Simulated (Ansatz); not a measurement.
# Competing spin states in Cs2MnS2

```
Cs Mn S
1.0
    -3.79450    6.89050    3.20700
     3.79450   -6.89050    3.20700
     3.79450    6.89050   -3.20700
Cs Mn S
4 2 4
Direct
  0.15040 0.34280 0.49320
  0.84960 0.65720 0.50680
  0.34960 0.84280 0.19240
  0.65040 0.15720 0.80760
  0.25000 0.25000 0.00000
  0.75000 0.75000 0.00000
  0.90470 0.17790 0.08260
  0.09530 0.82210 0.91740
  0.59530 0.67790 0.27320
  0.40470 0.32210 0.72680
```

Method: r2SCAN in Ansatz 0.2.0, PAW datasets, plane waves to 500 eV, 5×5×5 Γ-centred mesh, fermi-dirac occupations of width 0.050 eV. The atoms are fixed and numbered as listed; spin is collinear, without spin-orbit coupling.

The cycle has several fixed points for this cell. Moments (μB):

```csv
state,Mn5,Mn6,other atoms together,size of the net moment a cell
A,4.18,-4.18,0.00,0.00
B,0.00,0.00,0.00,0.00
C,4.25,4.25,0.35,10.00
```

Site moments are taken in small spheres that don't touch (radius about 0.4 of the atom's shortest bond), so those of the magnetic atoms read low, and they needn't add up to the net moment. State B was run without spin polarisation.

Question: Rank the states by energy at zero smearing.

Answer: State A (antiparallel, compensated) is lowest; C (parallel moments) lies 28 meV above it, B (without moments) lies 785 meV above it, all counted an atom of the cell.

Question: Which states have a gap on the mesh, and what pressure does each exert on this cell?

Answer: A: gap 2.77 eV, -0.8 GPa; B: no gap, -4.5 GPa; C: gap 2.14 eV, -0.2 GPa (positive in compression). Moments take up room: without them the pressure is lower, so that state wants a smaller cell.

Question: Compare the parallel order C with the antiparallel order A.

Answer: Between C and A the moments keep their size (4.25 against 4.18 μB in the mean), so the difference mostly measures the exchange between the flipped sites: the antiparallel order gains 141 meV for each Mn atom. The nearest flipped pair stands 3.21 Å apart. Flipped pairs are linked through S; the widest Mn–S–Mn angle among the nearer links is 81°, at 3.21 Å between the metal atoms.

Question: What does magnetism gain here?

Answer: 785 meV an atom of the cell, or 3924 meV for each Mn atom, against state B, which has none. A run without spin would miss this and give wrong energies and forces. That state isn't the paramagnet, which keeps its moments, so this is no ordering energy.

The cell is that of a Crystallography Open Database entry, unchanged.

Caveats: only orders that fit this cell and collinear spins were tried, so the true order may need a larger cell or canted moments; atoms and cell are not relaxed, and each state would relax in its own way; semilocal functionals without U often misplace the states of 3d oxides, halides and chalcogenides; the k mesh is coarse, so differences of a few meV are uncertain where a state is a metal; one start a pattern, so a lower state of the same pattern may exist.
